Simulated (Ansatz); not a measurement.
Rocksalt alloy of MgO and CdO (4 of 32 Mg sites exchanged), 64 atoms

Ansatz, PAW, plane waves. PBEsol relaxation of volume and atoms (shape held) at the single k point (¼, ¼, ¼) without its symmetry partners; single points on the relaxed atoms at the single k point (¼, ¼, ¼) without its symmetry partners, onto which points of the small cell's zone fold. Arrangement: quasirandom. No spin–orbit coupling unless named.

Relaxed structure:

```
CELL_PARAMETERS angstrom
8.58835 0.00000 0.00000
0.00000 8.58835 0.00000
0.00000 0.00000 8.58835
ATOMIC_POSITIONS crystal
O 0.25209 0.99842 0.99959
O 0.26411 0.00013 0.50053
O 0.25229 0.50197 0.99971
O 0.26416 0.50067 0.50051
O 0.74721 0.98735 0.99919
O 0.73505 0.99803 0.49976
O 0.74759 0.51285 0.99944
O 0.73512 0.50166 0.49999
O 0.01514 0.25056 0.01255
O 0.00309 0.25001 0.48421
O 0.00200 0.75022 0.00219
O 0.00054 0.75008 0.49890
O 0.48816 0.24996 0.00072
O 0.49821 0.25012 0.49731
O 0.49804 0.75010 0.00044
O 0.49916 0.75012 0.49920
O 0.99916 0.99850 0.23558
O 0.99884 0.98735 0.76584
O 0.99924 0.50141 0.23578
O 0.99937 0.51343 0.76608
O 0.50020 0.99986 0.24707
O 0.49994 0.99852 0.75248
O 0.50021 0.50038 0.24707
O 0.50016 0.50172 0.75259
O 0.25206 0.25016 0.25174
O 0.26171 0.25039 0.74716
O 0.24984 0.75018 0.25117
O 0.25116 0.75027 0.74888
O 0.74918 0.25026 0.26209
O 0.73675 0.24960 0.73423
O 0.74994 0.75009 0.25221
O 0.74823 0.75004 0.74727
Mg 0.00283 0.99548 0.00168
Mg 0.00290 0.50484 0.00183
Mg 0.49799 0.99772 0.00005
Mg 0.49949 0.99962 0.49927
Mg 0.49805 0.50256 0.00012
Mg 0.49954 0.50061 0.49931
Mg 0.25248 0.25022 0.00191
Mg 0.25698 0.25016 0.49738
Mg 0.25072 0.75019 0.00033
Mg 0.25465 0.75015 0.49978
Mg 0.74150 0.25006 0.49720
Mg 0.74933 0.75011 0.00025
Mg 0.74443 0.75007 0.49944
Mg 0.25229 0.99984 0.24789
Mg 0.25461 0.99785 0.75194
Mg 0.25234 0.50049 0.24795
Mg 0.25468 0.50263 0.75202
Mg 0.74761 0.99765 0.24949
Mg 0.74481 0.99519 0.74981
Mg 0.74768 0.50245 0.24955
Mg 0.74486 0.50510 0.74989
Mg 0.00248 0.25022 0.24723
Mg 0.00007 0.75011 0.24610
Mg 0.00007 0.75025 0.75483
Mg 0.49817 0.25012 0.25052
Mg 0.49822 0.25009 0.74801
Mg 0.49960 0.75012 0.24948
Mg 0.49941 0.75015 0.75020
Cd 0.99945 0.99956 0.49950
Cd 0.99952 0.50057 0.49969
Cd 0.75003 0.25009 0.00002
Cd 0.00059 0.25031 0.75096
```

Task: What are the mean bond lengths by pair (pairs within 1.2 times the sum of covalent radii, less contacts 15 % beyond the pair's median; cation–cation pairs of compounds aside; long ionic contacts are cut short by that bound)?

Result: Cd–O 2.248 ± 0.046 Å (standard deviation, 24 bonds); Mg–O 2.134 ± 0.046 Å (standard deviation, 168 bonds).

Task: What gap lies between the top filled and the lowest empty level in the single points?

Result: HSE06 5.41 eV (45 s on NVIDIA H100). Away from Γ this isn't the crystal's band gap.
